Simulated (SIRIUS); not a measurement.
Band structure of AlCo (Pm-3m, 2 atoms in the cell; from Materials Project mp-284).

```yaml
crystal:
  lattice:
    - [2.81940, 0.00000, 0.00000]
    - [0.00000, 2.81940, 0.00000]
    - [0.00000, 0.00000, 2.81940]
  atoms:
    - { symbol: Al, position: [0.00000, 0.00000, 0.00000] }
    - { symbol: Co, position: [0.50000, 0.50000, 0.50000] }
```

Computed with PBEsol, GBRV PBEsol ultrasoft pseudopotentials (plane waves; SIRIUS).

Settings: parameters.ngridk = 10 10 10; parameters.xc_functionals = [XC_GGA_X_PBE_SOL, XC_GGA_C_PBE_SOL]; parameters.gk_cutoff = 6.325 1/bohr; parameters.pw_cutoff = 14.143 1/bohr; parameters.smearing = fermi_dirac; parameters.smearing_width = 0.00367493 Ha; potentials = GBRV PBEsol ultrasoft pseudopotentials; parameters.electronic_structure_method = pseudopotential; parameters.num_bands = 14; parameters.num_mag_dims = 0; parameters.num_dft_iter = 100; parameters.energy_tol = 1e-07 Ha; parameters.density_tol = 1e-06; mixer.type = anderson.

The run has no spin polarisation, so moments on Co cannot form. The structure comes from a collection of computed structures, made at another level of theory; the collection holds predicted forms beside known ones.

Points are given in units of this cell's reciprocal vectors. Levels in eV from the Fermi level, bands 7 to 13:
| point | 7 | 8 | 9 | 10 | 11 | 12 | 13 |
|---|---|---|---|---|---|---|---|
| Γ (0 0 0) | -3.09 | -0.83 | -0.83 | -0.83 | 6.09 | 6.09 | 6.09 |
| X (0 0.5 0) | -2.48 | -1.76 | -1.76 | -0.72 | 0.24 | 8.51 | 10.78 |
| M (0.5 0.5 0) | -2.76 | -2.76 | -1.54 | -1.54 | -0.20 | 2.55 | 3.71 |
| R (0.5 0.5 0.5) | -4.09 | -0.16 | -0.16 | 2.40 | 2.40 | 2.40 | 4.35 |

2 bands cross the Fermi level along this path, so the cell has no gap at this level.
